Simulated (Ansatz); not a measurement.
Starting cell, Ca$_{2}$Si (space group Pnma):

```
CELL_PARAMETERS angstrom
      7.27248     0.00000     0.00000
      0.00000     4.74909     0.00000
      0.00000     0.00000     8.81450
ATOMIC_POSITIONS crystal
  Ca 0.33852 0.75000 0.07518
  Ca 0.66148 0.25000 0.92482
  Ca 0.16148 0.25000 0.57518
  Ca 0.83852 0.75000 0.42482
  Ca 0.01869 0.25000 0.18500
  Ca 0.98131 0.75000 0.81500
  Ca 0.48131 0.75000 0.68500
  Ca 0.51869 0.25000 0.31500
  Si 0.75044 0.25000 0.60288
  Si 0.24956 0.75000 0.39712
  Si 0.74956 0.75000 0.10288
  Si 0.25044 0.25000 0.89712
```

The atoms are displaced by Q × the pattern below (from a DFPT mode at Γ, largest move 1; Q in Å), at fixed cell.

| atom | x | y | z |
|---|---|---|---|
| Ca1 | 0.000 | -0.796 | 0.000 |
| Ca2 | 0.000 | -0.796 | 0.000 |
| Ca3 | 0.000 | 0.796 | 0.000 |
| Ca4 | 0.000 | 0.796 | 0.000 |
| Ca5 | 0.000 | 1.000 | 0.000 |
| Ca6 | 0.000 | 1.000 | 0.000 |
| Ca7 | 0.000 | -1.000 | 0.000 |
| Ca8 | 0.000 | -1.000 | 0.000 |
| Si9 | 0.000 | 0.578 | 0.000 |
| Si10 | 0.000 | 0.578 | 0.000 |
| Si11 | 0.000 | -0.578 | 0.000 |
| Si12 | 0.000 | -0.578 | 0.000 |

All values below come from LDA (plane waves to 420 eV, PAW, scalar-relativistic; Ansatz, a program for electronic structure). k mesh 4×6×3 (Γ-centred), Fermi-Dirac smearing 0.05 eV. The energy includes the smearing's −TS. Ca2Si was relaxed with its symmetry unable to fall. ΔE is measured from the undisplaced structure.

| Q (Å) | ΔE (meV/cell) |
|---|---|
| -0.180 | 389 |
| -0.150 | 269 |
| -0.120 | 172 |
| -0.090 | 97 |
| -0.060 | withheld |
| -0.030 | 11 |
| 0.000 | 0 |
| 0.030 | 11 |
| 0.060 | withheld |
| 0.090 | 97 |
| 0.120 | 172 |
| 0.150 | 269 |
| 0.180 | 389 |

Fit an even polynomial form (powers 2, 4) to the given rows and predict ΔE at Q = -0.060.

Least squares on the 11 given rows: ΔE = (11900)·Q² + (3069)·Q⁴, in meV/cell with Q in Å; root-mean-square residual 0.3 meV/cell. At -0.060 the fit gives 43 meV/cell; the calculation gives 43 meV/cell, the same to the digits shown. The quadratic term alone would give 43 meV/cell.

(A displaced cell: forces are minus the slopes of the energy, force constants its curvatures, and phonons follow from these.)
